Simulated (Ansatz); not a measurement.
## C: computed property card

C:
```xyz
3
Lattice="2.5924 0.0000 0.0000 -1.2962 2.2451 0.0000 0.0000 0.0000 2.7827" Properties=species:S:1:pos:R:3 pbc="T T T"
C      1.2962     0.0000     0.0000
C     -0.6481     1.1225     1.8551
C      0.6481     1.1225     0.9276
```

Space group P6_222 (No. 180); conventional cell a = b = 2.592 Å, c = 2.783 Å, α = β = 90.00°, γ = 120.00°.

Method: the program Ansatz at the PBEsol level (PAW). Structure relaxed to zero pressure with the same functional. Other levels are named where they apply.

**Cell and energy**

```yaml
volume_per_atom: 5.40 Å³
density: 3.69 g/cm³
```

**Electronic structure**

```yaml
band_gap: 1.77 eV (indirect)
valence_band_maximum: at A
conduction_band_minimum: at M (3 equivalent valleys)
smallest_direct_gap_on_the_standard_path: 4.52 eV
electron_effective_mass: 0.24, 0.35, 0.41 mₑ (principal values)
hole_effective_mass: 0.50 mₑ (isotropic)
HSE06 gap on the PBEsol cell: 2.88 eV
```

**Mechanics**

```yaml
Bulk modulus (Birch–Murnaghan fit): 447 GPa
Pressure derivative B′: 3.8
Elastic constants (relaxed ions, GPa): C11 = 1200, C12 = 88.1, C13 = 70.7, C33 = 1170, C44 = 554
mechanical_stability: stable (all eigenvalues of C positive)
hill_bulk_and_shear_moduli: 449 and 556 GPa
Young's modulus: 1180 GPa
Poisson's ratio: 0.06
debye_temperature_from_the_elastic_constants: 2270 K
Piezoelectric stress constants (proper, relaxed ions, C/m²): e14 = 0.12, e25 = -0.12
```

**Dielectric response**

```yaml
Electronic dielectric constant ε∞ (DFPT): 8.26 (xx = yy), 8.74 (zz)
```

**Phonons**

```yaml
highest_zone_centre_frequency: 140.3 meV
zone_centre_stability: no imaginary mode at Γ
dynamical_stability_on_the_path: stable (no imaginary branch)
zero_point_energy: 162.7 meV/atom
Vibrational entropy at 300 K: 2.8 J/(K·mol of atoms)
```

The start of the workflow was typed in or built on a structure type; neither database checked (COD, Materials Project) lists it. It is not the phase usual at ambient conditions (space group No. 194, 227). Symmetry was held in the PBEsol relaxation.

Potentials: the later of the program's two PAW sets.
